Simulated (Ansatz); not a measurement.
An Ansatz (a first-principles code) run. Input:

Ansatz 0.2 input:
```yaml
crystal:
  lattice:
    - [3.229070931, 0.0, 0.0]
    - [0.0, 3.229070931, 0.0]
    - [0.0, 0.0, 3.229070931]
  atoms:
    - { symbol: Rh, position: [0.0, 0.0, 0.0] }
    - { symbol: Zr, position: [0.5, 0.5, 0.5] }
kpoints:
  mp_grid: { grid: [13, 13, 13] }
hamiltonian:
  xc: lda
  pseudopotentials: { kind: paw }
scf:
  occupations: { method: fermi_dirac, width: 0.1 }
phonons:
  method: dfpt
  response_accuracy: low
  eigenvectors: true
  rigid_motions: translations
```

Output (shortened):

```
Pseudopotential: Rh, paw, valence charge 17
Pseudopotential: Zr, paw, valence charge 12
Functional definition: SPW92
Crystal: 2 atoms, lattice volume = 33.669 Å³
Basis set: ecut = 420 eV, 691 PW (Γ), exchange–correlation on 48×48×48 points (8 copies of the dense FFT grid, shifted against one another)
Bands: 19, of which v1, the nominal top of the filled ones, is band 15 counted from 1 (14 counted from 0)
Symmetry: 48 space group operations
k-points: 196 of 2197 (irreducible under 8 space group operations, time reversal used)
SCF iter   1: F=—  HF=-10357.661969 eV  |F-HF|=—  |Δ(HF+E_count)|=         —  Δρ=8.84e-3  dr2=2.22e-2  ethr=1.77e-3  ⟨swp⟩=4.1  Hψ=14799  notcnv=0
preconditioner: auto → none
SCF iter   2: F=—  HF=-10357.660740 eV  |F-HF|=—  |Δ(HF+E_count)|=   1.23e-3  Δρ=5.04e-3  dr2=7.92e-3  ethr=7.65e-5  ⟨swp⟩=1.0  Hψ=5292  notcnv=0
SCF iter   3: F=—  HF=-10357.659721 eV  |F-HF|=—  |Δ(HF+E_count)|=   1.02e-3  Δρ=6.07e-4  dr2=1.16e-4  ethr=2.73e-5  ⟨swp⟩=1.0  Hψ=3737  notcnv=0
SCF iter   4: F=—  HF=-10357.659707 eV  |F-HF|=—  |Δ(HF+E_count)|=   1.42e-5  Δρ=1.55e-4  dr2=3.53e-6  ethr=4.01e-7  ⟨swp⟩=2.1  Hψ=5130  notcnv=0
SCF iter   5: F=—  HF=-10357.659706 eV  |F-HF|=—  |Δ(HF+E_count)|=   7.06e-7  Δρ=1.92e-5  dr2=4.86e-8  ethr=1.22e-8  ⟨swp⟩=2.6  Hψ=6871  notcnv=0
SCF iter   6: F=—  HF=-10357.659706 eV  |F-HF|=—  |Δ(HF+E_count)|=   6.49e-8  Δρ=5.64e-6  dr2=2.86e-9  ethr=1.68e-10  ⟨swp⟩=2.2  Hψ=6184  notcnv=0
SCF iter   7: F=—  HF=-10357.659706 eV  |F-HF|=—  |Δ(HF+E_count)|=  3.49e-10  Δρ=5.35e-7  dr2=3.11e-11  ethr=9.86e-12  ⟨swp⟩=2.2  Hψ=4474  notcnv=0
SCF iter   8: F=-10357.659706 eV  HF=-10357.659706 eV  |F-HF|=0.00e0  |Δ(HF+E_count)|=  7.28e-12  Δρ=5.69e-8  dr2=2.07e-13  ethr=1.00e-12  ⟨swp⟩=5.0  Hψ=14771  notcnv=0
SCF 1 converged in 8 iterations: F = -10357.659706 eV  dr2 = 2.07e-13
DFPT response loops at Γ: preconditioner auto → Kerker (q_TF=auto, 2.661 Å⁻¹) (partly filled bands, converged f_vac=0.000) …
SCF converged after 8 iterations
Free energy (F): -10357.659706 eV
Harris-Foulkes:  -10357.659706 eV  (|F-HF|=0.00e0)
Internal energy: -10357.602717 eV  (E = F + TS)
E sigma→0 (E₀):  -10357.631212 eV
Entropy (-TS):   -0.056990 eV (-28.495 meV/atom)
Fermi energy:    19.077246 eV
--- Per-component energies (eV) ---
  E_band       = -184.687404
  E_kinetic    = 911.378882
  E_local      = -2388.490398  (includes V_loc(G=0)·N_el)
  E_nonlocal   = 445.533204
  E_hartree    = 838.579097
  E_xc         = -382.951815
  E_vxc        = -471.193269  (∫ρ·V_xc dr)
  E_paw        = -6313.830271  (= ΣΔE_a)
  E_vpaw       = -359.074806  (= ΣTr[D̂ρ^β])
  E_aug_tail   = 0.000787  (compensation charges beyond the density's cutoff)
  E_ewald      = -3468.815085
  E_core_change = 0.992883  (= ΣΔE_core)
  E_smearing   = -0.056990  (= −TS)
  E_closure    = 0.000000  (closes the sum)
  Σ components = -10357.659706   (vs F -10357.659706, Δ=0.00e0)
  [band-id]    e_kinetic+e_local+e_nonlocal+2·e_hartree+e_vxc+e_vpaw+e_augmentation_tail = -184.687405   (vs E_band -184.687404, Δ=-1.79e-6)
--- Band table (eV; the first three rows and the last of 196) ---
  k-point 0: bands = ["-59.4808", "-29.9422", "-27.4437", "-27.4437", "-27.4437", "-7.8088", "-7.8088", "-7.8088", "11.9207", "13.7621", "13.7621", "16.5968", "16.5968", "16.5968", "20.2112", "20.2112", "23.5271", "23.5271", "23.5271"]
  k-point 1: bands = ["-59.4806", "-29.9412", "-27.4451", "-27.4434", "-27.4434", "-7.8417", "-7.8075", "-7.8075", "12.0465", "13.8172", "13.8567", "16.5863", "16.5863", "16.6251", "20.0902", "20.2587", "23.1209", "23.1209", "23.4602"]
  k-point 2: bands = ["-59.4800", "-29.9384", "-27.4488", "-27.4424", "-27.4424", "-7.9319", "-7.8038", "-7.8038", "12.4109", "13.9794", "14.1228", "16.5604", "16.5604", "16.7056", "19.7499", "20.3760", "22.2937", "22.2937", "23.2743"]
  k-point 195: bands = ["-59.4712", "-29.8104", "-27.4895", "-27.4894", "-27.4894", "-8.2260", "-8.2260", "-8.2244", "15.5455", "15.6642", "15.6642", "16.7138", "16.7138", "16.7951", "18.1899", "18.1899", "23.9642", "23.9642", "24.9750"]
--- Phonons (Γ-DFPT): 2 representative perturbations + reference, on 196 of 2197 k-points (Σ response iterations 5) ---
  ASR residual: 1.451e-3 → 0.000e0 eV/Å²; symmetrization residual: 1.957e-4 eV/Å²
  ASR residual per site (eV/Å²): 1.33e-3 1.45e-3
  Γ frequencies (cm⁻¹): 0.00 0.00 0.00 165.43 165.43 165.43
  non-analytic LO–TO correction: not included (Born effective charges unavailable; polar crystals: no LO–TO splitting at Γ)
```

Cost: about 24 core-seconds (a rough figure) on shared cores.

Space group Pm-3m (CsCl type). The workflow started from an entry of the Crystallography Open Database (COD), which files this formula under 2 space groups. Whether it is the stable phase at ambient conditions was not checked. The cell was relaxed with LDA under the symmetry of its start; of distortions, only those at the zone centre were tested. No spin polarisation was allowed. As this level gives no gap, phonon frequencies hold no LO–TO term and depend on the k-mesh and smearing (Fermi–Dirac, 0.1 eV here). Scalar-relativistic: spin–orbit coupling is off unless named, which matters more the heavier the elements.

Potentials: the later of the program's two PAW sets.

Ansatz is a plane-wave DFT program.
